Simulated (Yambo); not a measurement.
Yambo run on Ba2CdB2O6 (space group C2/m, No. 12). The wavefunctions are PBEsol (pw.x of Quantum ESPRESSO, ONCV potentials, without SOC) ones on a 2×2×2 mesh (41 occupied bands); a = b = 5.5975 Å, c = 6.7668 Å, α = β = 114.23°, γ = 57.73°.

Yambo input:

```
rim_cut
gw0
dyson
el_el_corr
HF_and_locXC
ppa
em1d
RandQpts= 1000000
RandGvec= 1 Ry
EXXRLvcs= 102 Ry
VXCRLvcs= 408 Ry
Chimod= "HARTREE"
% BndsRnXp
 5 | 241 |
%
NGsBlkXp= 7 Ry
% LongDrXp
 1.0 | 1.0 | 1.0 |
%
PPAPntXp= 27.2114 eV
% GbndRnge
 1 | 241 |
%
GTermKind= "none"
DysSolver= "n"
ExtendOut
% QPkrange
 1 | 1 | 41 | 42 |
%
```

k points by index: 1 = Γ.

Table of the .qp output:

```
#    K-point    Band    Eo [eV]    E [eV]    E-Eo [eV]    Vxc [eV]    Vnlxc [eV]    Sc|Eo [eV]    Sc|E [eV]    dSc/dw|Eo [eV]    Re(Z)    Im(Z)
#
    1    41    0.000000    -0.688216    -0.688216    -20.08950    -25.63055    4.673584    4.852832    -7.085997    0.793393    -0.001246
    1    42    2.956005    4.074153    1.118149    -12.56264    -7.897805    -3.344692    -3.546683    -4.915336    0.847001    -0.888199E-3
```
(The two width columns are left out.) Convergence of these settings isn't established.

Geometry of the Materials Project entry, not relaxed at this level.

The structure is a Materials Project entry; no match was found in the copy of COD used, and its stability was not checked.
